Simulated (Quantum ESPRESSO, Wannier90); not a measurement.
# Wannierisation of AlInSb2 (R3m)

```
CELL_PARAMETERS angstrom
     -2.27624     3.94256     0.00000
     -4.55248     0.00000     0.00000
     -2.27624     1.31419     7.40292
ATOMIC_POSITIONS crystal
  Al 0.00029 0.00029 0.99913
  In 0.49967 0.49967 0.50098
  Sb 0.87944 0.87944 0.36169
  Sb 0.37059 0.37059 0.88822
```

Cell from Materials Project (mp-1228866), symmetrised, no further relaxation. Not found in the COD (Crystallography Open Database) copy used; not checked further. Method: PBEsol plane waves in Quantum ESPRESSO 7.5 (PseudoDojo norm-conserving files, 64 Ry, spinors with spin-orbit coupling), Bloch states on a 4×4×4 mesh through Γ, Wannier90 4.0.1. Density: 8×8×8 mesh, cold smearing 0.01 Ry. With spin-orbit coupling a semilocal functional can close or falsely invert a small gap; the band order was not checked against a better method.

Base run: 32 functions from bands 31-82 of the 82 computed, start hydrogen-like Al: s;p; In: s;p; Sb: s;p, centres 0.05 Å off the atoms, frozen window up to 1.50 eV relative to the Fermi level, outer window open. One thing is changed at a time; window edges are relative to the Fermi level. The misfit compares interpolated bands with pw.x on a high-symmetry path, for states up to 1.0 eV relative to the Fermi level. Converged means that the tolerances were met: symmetric starts can stop on a saddle, which shows as a larger Ω_OD at equal Ω_I and can move the misfit too.

```tsv
setting	functions	frozen to (eV)	Ω_I (Å²)	Ω_D (Å²)	Ω_OD (Å²)	rms misfit (meV)	worst (meV)	ended
base	32	1.50	57.58	0.10	8.50	25	133	converged
```

Problem. Starting from this base row, predict which settings stop with an error, and how Ω_I and the misfit move in the others: frozen window to -0.50 eV; no frozen window; outer window to 9.79 eV.

Solution. 
| setting | functions | frozen to (eV) | Ω_I (Å²) | Ω_D (Å²) | Ω_OD (Å²) | rms misfit (meV) | worst (meV) | ended |
|---|---|---|---|---|---|---|---|---|
| frozen window to -0.50 eV | 32 | -0.50 | 53.59 | 0.05 | 8.33 | 74 | 778 | converged |
| no frozen window | 32 | none | 51.87 | 0.02 | 7.84 | 150 | 774 | converged |
| outer window to 9.79 eV | 32 | 1.50 | 64.38 | 0.18 | 10.36 | 27 | 119 | converged |
